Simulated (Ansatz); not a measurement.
## Vibrational response of ZrTi$_{3}$Si$_{8}$

Computed with DFT PBE, scalar-relativistic, plane waves, PAW (Ansatz 0.2.0). Settings: 420 eV plane-wave cutoff, Γ-centred 10×10×6 mesh, Fermi-Dirac smearing of 0.15 eV. No spin polarisation. Phonons by linear response, acoustic sum rule imposed.

Relaxed structure:
```
Zr Ti Si
1.0
     2.44261   -4.34724    0.00000
     2.44261    4.34724    0.00000
     0.00000    0.00000    8.39932
Zr Ti Si
1 3 8
Cartesian
  0.0000 0.0000 4.1997
  1.2213 -2.1736 6.3170
  1.2213 2.1736 2.0823
  2.4426 0.0000 0.0000
  1.2213 -2.1736 0.7264
  1.2213 2.1736 4.9980
  1.2213 -2.1736 3.4013
  1.2213 2.1736 7.6729
  0.0000 0.0000 1.3139
  2.4426 0.0000 5.6123
  0.0000 0.0000 7.0855
  2.4426 0.0000 2.7871
```

The cell was found from a structure generator's guess, not taken from experiment. In a metal, frequencies depend on the k mesh and the smearing, soft modes most.

**Question.** Is this structure stable against zone-centre distortions?

**Answer.** Yes, at Γ: no optical mode is imaginary. Strains and other wave vectors aren't tested by this run.

**Question.** List the optical modes at Γ (i marks imaginary ones).

**Answer.**
```csv
frequency (meV),degeneracy
15.6,1
16.8,1
19.0,1
20.7,1
21.8,1
22.4,1
23.5,1
24.3,1
24.8,1
26.2,1
26.3,1
26.8,1
27.7,1
28.7,1
29.0,1
29.1,1
29.5,1
32.0,1
32.6,1
33.1,1
34.6,1
34.7,1
36.3,1
37.7,1
38.4,1
42.2,1
43.6,1
43.9,1
46.2,1
46.9,1
48.1,1
48.9,1
51.9,1
```
